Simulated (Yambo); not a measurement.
```
V2Cd2O7
1.0
    3.53158    -4.53231     0.00000
    3.53158     4.53231     0.00000
   -1.13414     0.00000     4.87652
O V Cd
7 2 2
Direct
  0.91790   0.60672   0.28003
  0.08210   0.39328   0.71997
  0.39328   0.08210   0.71997
  0.60672   0.91790   0.28003
  0.00000   0.00000   0.00000
  0.60401   0.60401   0.78801
  0.39599   0.39599   0.21199
  0.22697   0.22697   0.90819
  0.77303   0.77303   0.09181
  0.30583   0.69417   0.50000
  0.69417   0.30583   0.50000
```

V2Cd2O7 (space group C2/m, No. 12): mean Im ε in 1 eV windows above the direct gap of 4.61 eV, for different electron-hole kernels (Yambo, broadening 0.15 eV, PBEsol (Quantum ESPRESSO, PseudoDojo norm-conserving, 102 Ry, scalar-relativistic) bands; 4×4×4 mesh, 19 valence and 11 conduction bands, static screening with 112 bands and a 3 Ry block, scissor 1.91 eV, Tamm-Dancoff; field along x).

```json
[
 {"window (eV)": "4.6 to 5.6", "independent quasiparticles": "4.2", "RPA (no attraction)": "2.8", "BSE": "3.3"},
 {"window (eV)": "5.6 to 6.6", "independent quasiparticles": "4.0", "RPA (no attraction)": "3.5", "BSE": "4.5"},
 {"window (eV)": "6.6 to 7.6", "independent quasiparticles": "3.1", "RPA (no attraction)": "3.2", "BSE": "3.5"}
]
```

This run doesn't resolve bound excitons or single peaks, so only averages are given, and they too depend on the mesh; weight that the attraction moves below the gap isn't listed. All transitions below 8.35 eV are in the band window. The scissor comes from a G0W0 run whose convergence isn't established.

Spin-orbit splittings are left out. The 3d shell has no Hubbard U; the runs are without spin polarisation, and magnetic order was not tried.

Geometry of the Materials Project entry, not relaxed at this level.

The structure is a Materials Project entry; no match was found in the copy of COD used, and its stability was not checked.
